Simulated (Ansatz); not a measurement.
Relaxed CuAu (CuAu type, space group P4/mmm):

```xyz
2
Lattice="2.8815 0.0000 0.0000 0.0000 2.8815 0.0000 0.0000 0.0000 3.6148" Properties=species:S:1:pos:R:3 pbc="T T T"
Cu     1.4408     1.4408     1.8074
Au     0.0000     0.0000     0.0000
```

In each cell atom 2 (Au, nearest neighbour Cu at 2.724 Å; its periodic images, 2.9 Å or more away, move with it) moves by s·(0.577, 0.577, 0.577) (along Cartesian [111]), the rest being held.

All values below come from PBE (plane waves to 420 eV, PAW, scalar-relativistic; Ansatz, a quantum-chemistry and plane-wave program). k mesh 13×13×10 (Γ-centred), Fermi-Dirac smearing 0.05 eV. Energies are smeared free energies. With partly filled bands, energies and forces of such displacements shift with the k mesh and the smearing. CuAu is run without spin polarisation. CuAu was relaxed with its symmetry unable to fall. Spin-orbit coupling is left out, though Au is heavy. ΔE is measured from the undisplaced structure.

The scan covers s from -0.270 to 0.270 Å in 11 points.

**Question.** Is this a single well or a double well?

**Answer.** A single well with its minimum at or next to zero displacement.

**Question.** Is the energy the same for equal positive and negative displacements?

**Answer.** Even: the same for both signs. With its periodic images moving along, the atom's site symmetry in this cell is 4/mmm.

**Question.** What force acts on the atom along the line at s = -0.270 Å?

**Answer.** 1.43 eV/Å.

**Question.** What is the force constant k = d²E/ds² of this move at s = 0?

**Answer.** 4.30 eV/Å².

(For displaced atoms, the force is minus the slope of the energy, and its curvature is a force constant, which sets phonon frequencies.)
